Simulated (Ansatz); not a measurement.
The elements of this relaxed trial crystal are hidden behind letters.

```
lattice vectors (Å)
  -1.9735    1.9735    8.3829
   1.9735   -1.9735    8.3829
   1.9735    1.9735   -8.3829
fractional positions
X 0.0000 0.0000 0.0000
X 0.6625 0.6625 0.0000
X 0.3375 0.3375 0.0000
Z 0.5813 0.0813 0.5000
Z 0.9187 0.4187 0.5000
Q 0.2500 0.7500 0.5000
```

Level of theory: Ansatz, DFT PBE, scalar-relativistic, plane waves, PAW. Settings of the last relaxation (6-atom cell): 420 eV, 10×10×10 k points, Gaussian smearing of 0.02 eV, no spin polarisation.

- Space group: I-4m2 (No. 119)
- Conventional cell: a = 3.947 Å, c = 16.766 Å
- Volume per atom: 21.77 Å³
- Density: 4.40 g/cm³
- Energy over the elements: −0.398 eV/atom
- Gap on the 10×10×10 mesh of the 6-atom cell: 1.04 eV

Energies are uncorrected and count from the elements' standard states at the same level.

Task: X is a p-block element of period 4, Z is a p-block element of period 3 and Q is a p-block element of period 4. Which elements are they?

Result: X = Ga, Z = P, Q = As, so the formula is Ga3AsP2. Density times volume gives a mean mass of 4.40 × 21.77/1.6605 = 57.7 u per atom, and this set has 57.7 u. Ga on a site of symmetry -4m2 is surrounded by 4 P at 2.40 Å; P is surrounded by 4 Ga at 2.40 Å; As is surrounded by 4 Ga at 2.46 Å; 1 more site not described. Other sets within the hints have nearly the same mass, so mass alone doesn't settle it; this one was computed.

Kohn–Sham gaps at this level usually fall short of measured ones. Symmetry constrained the relaxation, so the result can be a saddle point.
